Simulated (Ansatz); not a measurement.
Mg₂FeH₆ (space group Fm-3m)

```xyz
9
Lattice="0.0000 3.1720 3.1720 3.1720 0.0000 3.1720 3.1720 3.1720 0.0000" Properties=species:S:1:pos:R:3 pbc="T T T"
Mg     1.5860     1.5860     1.5860
Mg     4.7580     4.7580     4.7580
Fe     0.0000     0.0000     0.0000
H      3.1720     4.7936     3.1720
H      3.1720     1.5504     3.1720
H      1.5504     3.1720     3.1720
H      4.7936     3.1720     3.1720
H      3.1720     3.1720     4.7936
H      3.1720     3.1720     1.5504
```

The slice is a {110} plane (indices of the conventional cell) through the point (0.756, 0.244, 0.244) (fractional), spanned by u = [100] and v = [1 -1 -1] in vectors of this cell: u (4.49 Å) and v (6.34 Å, at 90° to u). It covers one period; positions are fractions (u, v).

Method: PBEsol (plane waves to 420 eV, PAW, scalar-relativistic; Ansatz, a quantum-chemistry and plane-wave program). k mesh 9×9×9. These are valence fields of a PAW run, semicore shells included where kept as valence: close to a nucleus they are smooth pseudo fields. Mg2FeH6 is run without spin polarisation. Mg2FeH6 was relaxed with its symmetry unable to fall.

Three fields on this plane, each scaled to ten steps between its own extremes (0 low, 9 high; the total valence density on a logarithmic scale, the potential cut 8 eV below its top; x marks points blanked near nuclei; v = 0 in the bottom row):

Map A
```
|xxxx84002xxxxxx20048xxx|
|xxx962001xxxxxx100269xx|
|xx96210001xxxx10001259x|
|76421000000110000001246|
|11100000000000000000011|
|00000011110000111100000|
|00000011111111111100000|
|00000011111111111100000|
|00000011111111111100000|
|00000011111111111100000|
|00000011000000011100000|
|44210000000000000000124|
|xx74210001xxxx00001247x|
|xxx852000xxxxxx000258xx|
|xxxx83002xxxxxx20038xxx|
|xxxx9500xxxxxxxx0059xxx|
|xxxx85102xxxxxx20158xxx|
|xxxx75201xxxxxx10257xxx|
|xxx5553101xxxx1013555xx|
|11223442000110002443221|
|xx33234421000012443233x|
|xxx432444310013444234xx|
|xxxx3234442112444323xxx|
|xxxx3234442112444323xxx|
|xxxx3234442112444323xxx|
|xxxx3234432112344323xxx|
|xxx323443100001344323xx|
|22223343100000013433222|
|xx33444100xxxx00144433x|
|xxx765200xxxxxx002567xx|
|xxxx85101xxxxxx10158xxx|
|xxxx9510xxxxxxxx0159xxx|
```

Map B
```
|xxxx65200xxxxxx00256xxx|
|xxx675200xxxxxx002566xx|
|xx67764000xxxx00046777x|
|88888753000000003578888|
|99998875310000135788999|
|99999877644334467789999|
|99999887766666677889999|
|99999988777667778899999|
|99999888776666778889999|
|99999887655445567889999|
|99998876431001346788999|
|88888764100000014678888|
|xx78764100xxxx00146787x|
|xxx775300xxxxxx003576xx|
|xxxx65200xxxxxx00256xxx|
|xxxx6410xxxxxxxx0256xxx|
|xxxx65200xxxxxx00256xxx|
|xxxx65300xxxxxx00366xxx|
|xxx4664100xxxx0014664xx|
|00014653000000003564100|
|xx00056542000024565000x|
|xxx003666543345666300xx|
|xxxx0057776666777500xxx|
|xxxx0057877667787500xxx|
|xxxx0057776666777500xxx|
|xxxx0267665445667620xxx|
|xxx004665310013566400xx|
|00003564200000024653000|
|xx04565200xxxx00256540x|
|xxx566300xxxxxx003665xx|
|xxxx65200xxxxxx00256xxx|
|xxxx6510xxxxxxxx0256xxx|
```

Map C
```
|xxxx43337xxxxxx73334xxx|
|xxx433235xxxxxx532334xx|
|xx43322236xxxx63222334x|
|33322222234554322222233|
|22111222223333222221112|
|00111222222222222221110|
|00011222222222222221100|
|00011222322222232221100|
|00011222222222222221100|
|00011222222222222221100|
|11111222222332222221111|
|22222222233443322222222|
|xx33222234xxxx43222233x|
|xxx433234xxxxxx432334xx|
|xxxx43336xxxxxx63334xxx|
|xxxx4434xxxxxxxx4344xxx|
|xxxx54347xxxxxx74345xxx|
|xxxx54445xxxxxx54445xxx|
|xxx6544446xxxx6444456xx|
|88765544344554434455678|
|xx97655443333334455679x|
|xxx976544332233445679xx|
|xxxx8655433223345568xxx|
|xxxx9655433223345568xxx|
|xxxx8655433223345568xxx|
|xxxx7654433223344567xxx|
|xxx865544333333445568xx|
|98776544334444334456778|
|xx76544445xxxx54445567x|
|xxx654445xxxxxx544456xx|
|xxxx54346xxxxxx64345xxx|
|xxxx5434xxxxxxxx4345xxx|
```

Problem. Assign the maps to these fields: electron localisation function (ELF); valence electron density; electrostatic potential energy of an electron, from the cell's mean.

Solution. A is the electron localisation function (ELF); B is the electrostatic potential energy of an electron, from the cell's mean; C is the valence electron density.
